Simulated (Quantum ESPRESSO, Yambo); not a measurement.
**G0W0 results for CsPbCl3**

Space group Pm-3m (No. 221); a = 5.6222 Å, b = 5.6222 Å, c = 5.6222 Å, α = 90.00°, β = 90.00°, γ = 90.00°

```
atom  site  symmetry       x       y       z
----  ----  --------  ------  ------  ------
Cl      3c    4/mm.m  0.0000  0.5000  0.5000
Cs      1a      m-3m  0.0000  0.0000  0.0000
Pb      1b      m-3m  0.5000  0.5000  0.5000
```

Cell and atoms were relaxed with PBEsol from Materials Project entry mp-23037, within its symmetry.

Starting point: PBE (stringent potentials; Quantum ESPRESSO, PseudoDojo norm-conserving, 88 Ry, without SOC). G0W0 in Yambo: 2×2×2 Γ-centred k mesh, bands 5 to 586 and a 12 Ry block in the screening, 586 bands in G with the Bruneval-Gonze terminator, plasmon pole fitted at 27.2 eV.

```
Quantity                                         Result
----------------------------------------------  -------
PBE gap along the band path                     1.99 eV
PBE gap between the mesh's edge points (R → R)  1.99 eV
G0W0 gap between the same points                3.46 eV
```

| k point | band | E PBE (eV) | E QP (eV) | shift (eV) | Z |
|---|---|---|---|---|---|
| Γ | VB | -2.46 | -3.97 | -1.51 | 0.78 |
| Γ | CB | 3.40 | 3.50 | 0.10 | 0.85 |
| X | VB | -1.66 | -2.95 | -1.29 | 0.79 |
| X | CB | 3.05 | 3.54 | 0.49 | 0.82 |
| M | VB | -0.80 | -1.97 | -1.17 | 0.79 |
| M | CB | 2.56 | 3.02 | 0.46 | 0.82 |
| R | VB | 0.00 | -1.08 | -1.08 | 0.80 |
| R | CB | 1.99 | 2.38 | 0.40 | 0.83 |

Energies count from the PBE valence-band maximum.

Nearest settings tried, and what they do to the gap: 305 bands in G: +1 meV; 305 bands in W, 305 bands in G: -6 meV; 7 Ry block (437 vectors against 895): -117 meV. Not varied: mesh. So the settings aren't converged at that level. The k mesh is coarse.

Spin-orbit coupling is left out; with 6p states at a band edge it can lower the gap by many tenths of an eV, most of a small gap. The cell is held in this high symmetry; tilts and polar distortions were not searched.
